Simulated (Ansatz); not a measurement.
Mo (hcp (Mg type), space group No. 194) at seven volumes, the program Ansatz at the PBEsol level (PAW), shape and atoms relaxed at each. One row is withheld.

```csv
V (Å³/atom),P (GPa)
14.207,28.58
14.675,17.66
15.143,?
15.612,0.01
16.080,-6.98
16.548,-12.97
17.017,-18.10
```

Fit the shown pressures and predict the withheld one.

Third-order Birch–Murnaghan: P = (3/2)B₀(x^(7/2) − x^(5/2))[1 + (3/4)(B′ − 4)(x − 1)] with x = (V₀/V)^(2/3). Least squares on the six rows gives V₀ = 15.613 Å³/atom, B₀ = 250.5 GPa, B′ = 4.04. At V = 15.143, x = 1.0206 and P = 8.14 GPa. The run itself gave 8.16 GPa.

Space group P6_3/mmc (hcp (Mg type)). The start of the workflow was typed in or built on a structure type; the Crystallography Open Database copy checked does not list it. It is not the phase usual at ambient conditions (space group No. 229). The PBEsol relaxation kept the symmetry of its start; phonons show weakly imaginary modes. The run is not spin-polarised.

Potentials: the later of the program's two PAW sets.
